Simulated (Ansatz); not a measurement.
Input file for Ansatz (an electronic-structure program):

Ansatz 0.2 input:
```yaml
crystal:
  lattice:
    - [4.4607361269, -2.7586127614, 0.0]
    - [4.4607361269, 2.7586127614, 0.0]
    - [0.0, 0.0, 4.8651049062]
  atoms:
    - { symbol: Si, position: [0.0256805824, 0.3274985461, 0.2710878472] }
    - { symbol: Si, position: [0.9743194176, 0.6725014539, 0.7710878472] }
    - { symbol: Si, position: [0.6725014539, 0.9743194176, 0.2710878472] }
    - { symbol: Si, position: [0.3274985461, 0.0256805824, 0.7710878472] }
    - { symbol: N, position: [0.0940961148, 0.3421868699, 0.6162571039] }
    - { symbol: N, position: [0.9059038852, 0.6578131301, 0.1162571039] }
    - { symbol: N, position: [0.6578131301, 0.9059038852, 0.6162571039] }
    - { symbol: N, position: [0.3421868699, 0.0940961148, 0.1162571039] }
    - { symbol: O, position: [0.7877412208, 0.2122587792, 0.2180400976] }
    - { symbol: O, position: [0.2122587792, 0.7877412208, 0.7180400976] }
kpoints:
  mp_grid: { grid: [4, 4, 4] }
hamiltonian:
  xc: hse06
  pseudopotentials: { azcp: { folder: ./paw }, kind: paw }
scf:
  n_extra_bands: 10
  occupations: { method: fixed }
output:
  eigenvalues: true
  eigenstates:
    e_range: [-9.0, 15.4]
    kpoints:
      - [0.0, 0.0, 0.0]  # VBM
      - [0.0, 0.0, 0.0]  # CBM
      - [0.0, 0.0, 0.0]  # GAMMA
      - [0.5, 0.5, 0.0]  # Y
      - [0.5, 0.5, 0.5]  # T
      - [0.0, 0.0, 0.5]  # Z
      - [0.0, 0.5, 0.0]  # S
      - [0.0, 0.5, 0.5]  # R
      - [-0.345611124, 0.345611124, 0.0]  # DELTA_0
      - [0.345611124, 0.654388876, 0.0]  # F_0
      - [-0.345611124, 0.345611124, 0.5]  # B_0
      - [0.345611124, 0.654388876, 0.5]  # G_0
```

Output (shortened):

```
Pseudopotential: Si, paw, valence charge 4
Pseudopotential: N, paw, valence charge 5
Pseudopotential: O, paw, valence charge 6
Functional definition: HSE06
davidson cushion auto → on  (no smearing: the cushion is to keep the highest requested band from converging to the state above it …
Crystal: 10 atoms, lattice volume = 119.735 Å³
Basis set: ecut = 420 eV, 2319 PW (Γ)
Bands: 34, of which v1, the nominal top of the filled ones, is band 24 counted from 1 (23 counted from 0)
Symmetry: 4 space group operations
Space group: Cmc21 (ITA 36), of the structure as read, at distance tolerance 4.9e-5 Å
k-points: 21 of 64 (time reversal used)
SCF iter   1: F=—  HF=-5233.732029 eV  |F-HF|=—  |Δ(HF+E_count)|=         —  Δρ=1.46e-1  dr2=2.77e1  ethr=1.00e-1  ⟨swp⟩=4.9  Hψ=2664  notcnv=0
preconditioner: auto → none
SCF iter   2: F=—  HF=-5226.121263 eV  |F-HF|=—  |Δ(HF+E_count)|=    7.61e0  Δρ=7.02e-2  dr2=3.40e0  ethr=5.76e-2  ⟨swp⟩=3.5  Hψ=2052  notcnv=0  defer=1
SCF iter   3: F=—  HF=-5225.302473 eV  |F-HF|=—  |Δ(HF+E_count)|=   8.19e-1  Δρ=2.54e-2  dr2=3.47e-1  ethr=7.09e-3  ⟨swp⟩=3.0  Hψ=1874  notcnv=0
SCF iter   4: F=—  HF=-5225.374644 eV  |F-HF|=—  |Δ(HF+E_count)|=   7.22e-2  Δρ=1.63e-2  dr2=2.69e-1  ethr=7.23e-4  ⟨swp⟩=4.0  Hψ=2099  notcnv=0
iter 5 solved again at ethr=8.38e-6 eV; its pass at ethr=5.61e-4 eV (dr2=4.02e-3 eV) is discarded
SCF iter   5: F=—  HF=-5225.307763 eV  |F-HF|=—  |Δ(HF+E_count)|=   6.69e-2  Δρ=1.90e-3  dr2=3.63e-3  ethr=8.38e-6  ⟨swp⟩=4.8  Hψ=4044  notcnv=0
SCF iter   6: F=-5225.306070 eV  HF=-5225.306782 eV  |F-HF|=7.12e-4  |Δ(HF+E_count)|=   9.81e-4  Δρ=1.27e-3  dr2=1.17e-3  ethr=7.56e-6  ⟨swp⟩=4.0  Hψ=2403  notcnv=0
SCF 1 stopped early in 6 iterations: F = -5225.306070 eV  dr2 = 1.17e-3
Crystal: 10 atoms, lattice volume = 119.735 Å³
Exchange kernel: α = 0.2500, screened, ω = 0.2079 Å⁻¹, Wigner–Seitz truncation, v(0) = 1045.4637 eV·Å³, q-mesh 4×4×4, nearest image of the exchange supercell L …
Frozen-core exchange: fock
SCF iter   1: F=—  HF=-5227.284950 eV  |F-HF|=—  |Δ(HF+E_count)|=         —  Δρ=7.32e-3  dr2=3.58e-2  ethr=2.43e-5  ⟨swp⟩=7.9  Hψ=3522  notcnv=0
preconditioner: auto → none
SCF iter   2: F=—  HF=-5227.273835 eV  |F-HF|=—  |Δ(HF+E_count)|=   1.11e-2  Δρ=3.64e-3  dr2=7.65e-3  ethr=2.43e-5  ⟨swp⟩=3.7  Hψ=2210  notcnv=0
SCF iter   3: F=—  HF=-5227.286885 eV  |F-HF|=—  |Δ(HF+E_count)|=   1.31e-2  Δρ=8.14e-4  dr2=5.52e-4  ethr=1.31e-5  ⟨swp⟩=4.0  Hψ=2097  notcnv=0
SCF iter   4: F=—  HF=-5227.286726 eV  |F-HF|=—  |Δ(HF+E_count)|=   1.59e-4  Δρ=2.86e-4  dr2=9.26e-5  ethr=9.92e-7  ⟨swp⟩=3.0  Hψ=1742  notcnv=0
SCF iter   5: F=—  HF=-5227.287137 eV  |F-HF|=—  |Δ(HF+E_count)|=   4.11e-4  Δρ=2.62e-4  dr2=7.91e-5  ethr=7.92e-8  ⟨swp⟩=4.9  Hψ=2511  notcnv=0  defer=2
SCF iter   6: F=-5227.287110 eV  HF=-5227.287110 eV  |F-HF|=1.72e-7  |Δ(HF+E_count)|=   2.71e-5  Δρ=1.97e-5  dr2=2.99e-6  ethr=7.92e-8  ⟨swp⟩=3.1  Hψ=2187  notcnv=0
SCF 2 stopped early in 6 iterations: F = -5227.287110 eV  dr2 = 2.99e-6
hybrid outer 1: dexx = +1.761e-2 eV, tail = 2.07e-5 eV
Crystal: 10 atoms, lattice volume = 119.735 Å³
Exchange kernel: α = 0.2500, screened, ω = 0.2079 Å⁻¹, Wigner–Seitz truncation, v(0) = 1045.4637 eV·Å³, q-mesh 4×4×4, nearest image of the exchange supercell L …
Frozen-core exchange: fock
SCF iter   1: F=—  HF=-5227.287052 eV  |F-HF|=—  |Δ(HF+E_count)|=         —  Δρ=2.42e-5  dr2=1.79e-7  ethr=2.16e-7  ⟨swp⟩=4.4  Hψ=1804  notcnv=0
preconditioner: auto → none
SCF iter   2: F=-5227.287052 eV  HF=-5227.287052 eV  |F-HF|=7.21e-9  |Δ(HF+E_count)|=   3.50e-7  Δρ=9.49e-6  dr2=6.60e-8  ethr=3.32e-10  ⟨swp⟩=6.5  Hψ=3040  notcnv=0  defer=14
SCF 3 converged in 2 iterations: F = -5227.287052 eV  dr2 = 6.60e-8
hybrid outer 2: dexx = +2.145e-7 eV, tail = 1.50e-7 eV, Δε = 1.56e-3 eV (about 1.48e-4 eV left of the loop's levels)
the search or the solves at the SCF's close seem to have found levels that the self-consistency loop had missed (the run counts 1) …
NSCF: frozen V_eff on 12 k-points
hybrid SCF converged: 2 outer / 8 inner (+6 warm-up), last move |dexx| = 2.15e-7 eV, tail = 1.50e-7 eV
Stability not checked (fock_operator)
Free energy (F): -5227.287052 eV
Frozen-core exchange: fock
Harris-Foulkes:  -5227.287052 eV  (|F-HF|=7.21e-9)
Internal energy: -5227.287052 eV  (E = F + TS)
E sigma→0 (E₀):  -5227.287052 eV
Fermi energy:    4.343569 eV
--- Per-component energies (eV) ---
  E_band       = -161.462662
  E_kinetic    = 1058.585576
  E_local      = -2199.393038  (includes V_loc(G=0)·N_el)
  E_nonlocal   = 321.642202
  E_hartree    = 800.986981
  E_xc         = -496.323942
  E_vxc        = -549.642540  (∫ρ·V_xc dr)
  E_exx        = -120.710361  (= α·E_x^exact, valence–valence)
  E_paw        = -2888.164194  (= ΣΔE_a)
  E_vpaw       = -153.210050  (= ΣTr[D̂ρ^β])
  E_aug_tail   = 0.005293  (compensation charges beyond the density's cutoff)
  E_ewald      = -1703.537197
  E_core_change = -0.378372  (= ΣΔE_core)
  E_smearing   =  0.000000  (= −TS)
  E_closure    =  0.000000  (closes the sum)
  Σ components = -5227.287052   (vs F -5227.287052, Δ=-9.09e-13)
  [band-id]    e_kinetic+e_local+e_nonlocal+2·e_hartree+e_vxc+2·e_exx+e_vpaw+e_augmentation_tail = -161.459317   (vs E_band -161.462662, Δ=3.34e-3)
--- Band table (eV; the first three rows and the last of 21) ---
  k-point 0: bands = ["-16.7678", "-16.2848", "-13.3273", "-11.4595", "-11.2726", "-11.2040", "-5.3582", "-5.0225", "-4.4547", "-2.1249", "-1.6433", "-1.4479", "-1.1205", "-0.2836", "-0.0374", "0.6490", "0.9692", "1.9310", "2.2321", "2.5353", "2.5433", …
  k-point 1: bands = ["-16.6853", "-16.3434", "-13.1306", "-11.6946", "-11.3807", "-11.2441", "-5.6011", "-5.4492", "-3.4921", "-2.2648", "-1.7534", "-1.5135", "-0.3973", "-0.2322", "0.3838", "0.4045", "1.0389", "1.7014", "2.0320", "2.3730", "2.4348", …
  k-point 2: bands = ["-16.5022", "-16.5022", "-12.5411", "-12.5411", "-11.2563", "-11.2563", "-5.8214", "-5.8214", "-2.1049", "-2.1049", "-1.5933", "-1.5933", "-0.7302", "-0.7302", "0.6569", "0.6569", "1.0356", "1.0356", "2.2332", "2.2332", "2.8404", …
  k-point 20: bands = ["-16.3822", "-16.3822", "-12.9347", "-12.9347", "-11.2602", "-11.2602", "-4.2963", "-4.2963", "-3.6220", "-3.6220", "-0.7286", "-0.7286", "-0.6624", "-0.6624", "0.4877", "0.4877", "0.8990", "0.8990", "1.8575", "1.8575", "2.6064", …
```

Cost: roughly 2.5 core-minutes on shared cores.

The points marked VBM and CBM come from a semilocal run.

Space group Cmc2_1. The workflow started from a Materials Project entry (that database holds measured and hypothetical structures alike); the Crystallography Open Database files this formula in space group No. 36, but the cells were not matched. Its standing as an ambient phase is unchecked. The PBEsol relaxation kept the symmetry of its start; whether a distortion lowers the energy is not shown.

Potentials: the earlier of the program's two PAW sets.

Ansatz is a plane-wave DFT program.
